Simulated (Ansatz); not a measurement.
SrPt₅ in space group P6/mmm (No. 191; Pt on 3g, Pt on 2c, Sr on 1a) under volume change, r²SCAN in the plane-wave PAW code Ansatz, shape and atoms relaxed at each volume.

| V (Å³/atom) | E − E(relaxed) (meV/atom) | P (GPa) |
|---|---|---|
| 16.999 | 99.0 | 20.81 |
| 17.559 | 41.1 | 12.54 |
| 18.120 | 9.6 | 5.68 |
| 18.680 | 0.0 | -0.01 |
| 19.241 | 8.5 | -4.72 |
| 19.801 | 32.0 | -8.59 |
| 20.361 | 67.8 | -11.77 |

Task: What does a third-order Birch–Murnaghan fit give for V₀, B₀ and B′?

Result: V₀ = 18.68 Å³/atom, B₀ = 172 GPa, B′ = 5.3.

The workflow started from an entry of the Crystallography Open Database (COD). Its standing as an ambient phase is unchecked. The r²SCAN relaxation kept the symmetry of its start; whether a distortion lowers the energy is not shown. The run is not spin-polarised. Scalar-relativistic: spin–orbit coupling is off unless named, which matters more the heavier the elements.

Potentials: the later of the program's two PAW sets.
